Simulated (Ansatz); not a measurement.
# Does relaxation matter for the field gradients of ZnS with phosphorus replacing S?

Start: a supercell of ZnS (wurtzite type, P6_3mc) built from a COD entry, with all atoms left at the host's positions.

```
CELL_PARAMETERS angstrom
7.62200 0.00000 0.00000
-3.81100 6.60085 0.00000
0.00000 0.00000 12.46800
ATOMIC_POSITIONS crystal
Zn 0.16667 0.33333 0.00000
Zn 0.16667 0.33333 0.50000
Zn 0.16667 0.83333 0.00000
Zn 0.16667 0.83333 0.50000
Zn 0.66667 0.33333 0.00000
Zn 0.66667 0.33333 0.50000
Zn 0.66667 0.83333 0.00000
Zn 0.66667 0.83333 0.50000
Zn 0.33333 0.16667 0.25000
Zn 0.33333 0.16667 0.75000
Zn 0.33333 0.66667 0.25000
Zn 0.33333 0.66667 0.75000
Zn 0.83333 0.16667 0.25000
Zn 0.83333 0.16667 0.75000
Zn 0.83333 0.66667 0.25000
Zn 0.83333 0.66667 0.75000
P 0.16667 0.33333 0.19250
S 0.16667 0.33333 0.69250
S 0.16667 0.83333 0.19250
S 0.16667 0.83333 0.69250
S 0.66667 0.33333 0.19250
S 0.66667 0.33333 0.69250
S 0.66667 0.83333 0.19250
S 0.66667 0.83333 0.69250
S 0.33333 0.16667 0.44250
S 0.33333 0.16667 0.94250
S 0.33333 0.66667 0.44250
S 0.33333 0.66667 0.94250
S 0.83333 0.16667 0.44250
S 0.83333 0.16667 0.94250
S 0.83333 0.66667 0.44250
S 0.83333 0.66667 0.94250
```

Atom numbers follow the list; atoms alike are taken as one site, whose name carries the number of the first.

Level of theory: DFT, PBE, plane waves and PAW, scalar-relativistic, 420 eV cutoff, Γ-centred 3×3×2 k-points, Fermi–Dirac smearing 0.01 eV, cell charge -1 (Ansatz 0.2.0).

The largest force at the start is 1.3 eV/Å. Relaxing the ions at fixed cell moves them by 0.109 Å at most (atom 1, Zn) and 0.047 Å rms.

| site | atom | moved (Å) | first shell before | first shell after | V_zz before (10²¹ V/m²) | η before |
| --- | --- | --- | --- | --- | --- | --- |
| Zn1 | 1 | 0.109 | 3 S at 2.31 Å, 1 P at 2.40 Å | 1 P at 2.27 Å, 3 S at 2.37 Å | -3.21 | 0.00 |
| Zn3 | 3 | 0.064 | 4 S at 2.31–2.40 Å | 4 S at 2.32–2.35 Å | 1.28 | 0.24 |
| Zn4 | 4 | 0.023 | 4 S at 2.31–2.40 Å | 4 S at 2.32–2.34 Å | 2.23 | 0.14 |
| Zn9 | 9 | 0.069 | 3 S at 2.31–2.40 Å, 1 P at 2.31 Å | 1 P at 2.26 Å, 3 S at 2.35–2.38 Å | -5.16 | 0.75 |
| Zn10 | 10 | 0.031 | 4 S at 2.31–2.40 Å | 4 S at 2.31–2.34 Å | 1.06 | 0.03 |
| Zn16 | 16 | 0.069 | 4 S at 2.31–2.40 Å | 4 S at 2.32–2.34 Å | 1.53 | 0.00 |
| P | 17 | 0.025 | 4 Zn at 2.31–2.40 Å | 4 Zn at 2.26–2.27 Å | 1.12 | 0.00 |
| S19 | 19 | 0.026 | 4 Zn at 2.31–2.40 Å | 4 Zn at 2.32–2.35 Å | -2.53 | 0.15 |
| S20 | 20 | 0.036 | 4 Zn at 2.31–2.40 Å | 4 Zn at 2.34 Å | -1.13 | 0.13 |
| S26 | 26 | 0.057 | 4 Zn at 2.31–2.40 Å | 4 Zn at 2.31–2.37 Å | -1.35 | 0.20 |
| S31 | 31 | 0.054 | 4 Zn at 2.31–2.40 Å | 4 Zn at 2.34–2.37 Å | -1.05 | 0.00 |
| S32 | 32 | 0.006 | 4 Zn at 2.31–2.40 Å | 4 Zn at 2.32–2.35 Å | -0.26 | 0.00 |

**Question.** What are V_zz and η after the relaxation?

**Answer.** 

```
site  atom  V_zz after  η after  change of V_zz
 Zn1     1       -6.05     0.00           -2.84
 Zn3     3       -1.13     0.55           -2.41
 Zn4     4        0.64     0.74           -1.59
 Zn9     9       -5.95     0.27           -0.79
Zn10    10       -0.95     0.10           -2.01
Zn16    16       -0.75     0.00           -2.28
   P    17        1.02     0.00           -0.10
 S19    19       -2.12     0.65           +0.41
 S20    20        0.21     0.80               –
 S26    26       -1.43     0.74           -0.08
 S31    31       -0.30     0.00           +0.75
 S32    32        0.81     0.00           +1.07
```

The largest change of V_zz along a kept axis is on Zn1, from -3.21 to -6.05. In per cent, |V_zz| changes by -72 to +89 on Zn, -9 on P, -72 to +6 on S (all sites that start above 0.5, bar those whose gradient vanishes or changes sign or whose main axis turns by over 40°). Where |V_zz| stays above 0.1 and the axes keep their order, η moves most on Zn4, from 0.14 to 0.74. On S26, Zn3 V_xx and V_yy change places (or their axes turn by over 50°), so the two values of η hide a larger change. V_zz changes sign on Zn16 (same axis), Zn3 (axis turned by 16°), Zn10 (axis turned by 12°), S32 (same axis). On S20 the largest principal value lies along another axis in the second run, so the two V_zz can't be compared directly. The table leaves out 4 of the 16 sites, with |V_zz| up to 2.77; their tensors move by 1.19 at most along any direction. The statements above cover all sites. The host's own positions weren't relaxed first, so part of the change far from the defect can be the host's relaxation.

The defect repeats with the cell of 32 atoms, so it feels its images: sites between two images don't show the values beside a lone defect, and zeros or small values of η there can come from the images' arrangement. S and Zn carry a gradient in the pure host already, so the values there aren't the defect's effect alone. A uniform background compensates the cell's charge.
Before: The neighbours have not yet relaxed around the defect (largest force 1.3 eV/Å), so a real crystal will differ.
After: The relaxation keeps the site symmetry 3m of the start, so the impurity can move only along its axis; a start off the site could end lower.
